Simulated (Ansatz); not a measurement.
Here is the system:

InPt3:
```xyz
4
Lattice="3.9644 0.0000 0.0000 0.0000 3.9644 0.0000 0.0000 0.0000 3.9644" Properties=species:S:1:pos:R:3 pbc="T T T"
In     0.0000     0.0000     0.0000
Pt     0.0000     1.9822     1.9822
Pt     1.9822     0.0000     1.9822
Pt     1.9822     1.9822     0.0000
```

This is the LDA-relaxed structure.

Question: All from LDA (plane waves, PAW; program Ansatz), unless another level is named. Give the Debye temperature from the elastic constants.

Answer: 277 K.

Question: And the highest zone-centre frequency?

Answer: 192 cm⁻¹.

Question: And the elastic constants (relaxed ions, GPa)?

Answer: C11 = 320, C12 = 208, C44 = 101.

Space group Pm-3m (Cu3Au type). The workflow started from a Materials Project entry (that database holds measured and hypothetical structures alike); the Crystallography Open Database files this formula in space group No. 221, but the cells were not matched. Its standing as an ambient phase is unchecked. Symmetry was held in the LDA relaxation; of distortions, only those at the zone centre were tested. No spin polarisation was allowed. As this level gives no gap, shear constants depend on the k-mesh and smearing (Fermi–Dirac, 0.1 eV here). As this level gives no gap, phonon frequencies hold no LO–TO term and depend on the k-mesh and smearing (Fermi–Dirac, 0.1 eV here). Scalar-relativistic: spin–orbit coupling is off unless named, which matters more the heavier the elements.

Potentials: the later of the program's two PAW sets.
